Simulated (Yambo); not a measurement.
Yambo run on Ba$_{2}$H$_{3}$I (space group P-3m1, No. 164). The wavefunctions are LDA (pw.x of Quantum ESPRESSO, ONCV potentials, no spin-orbit coupling) ones on a 3×3×2 mesh (15 occupied bands); a = 4.5364 Å, b = 4.5364 Å, c = 8.1196 Å, α = 90.00°, β = 90.00°, γ = 120.00°.

Yambo input:

```
rim_cut
HF_and_locXC
RandQpts= 1000000
RandGvec= 1 Ry
EXXRLvcs= 74 Ry
VXCRLvcs= 296 Ry
% QPkrange
 2 | 2 | 15 | 16 |
 4 | 4 | 15 | 16 |
%
```

k points by index: 2 = A, 4 = (0, 0.333, -0.5).

The o-*.hf file then holds:

```
#    K-point    Band    Eo [eV]    Ehf [eV]    Vxc [eV]    Vnlxc [eV]
#
    2    15    0.000000    -2.571229    -10.64135    -13.21257
    2    16    2.408710    6.910372    -9.172913    -4.671251
    4    15    -1.527428    -4.408892    -10.10034    -12.98181
    4    16    2.311481    6.666680    -8.462413    -4.107214
```
Exchange alone, without screening.

Geometry of the Materials Project entry, not relaxed at this level.

The structure is a Materials Project entry; no match was found in the copy of COD used, and its stability was not checked.
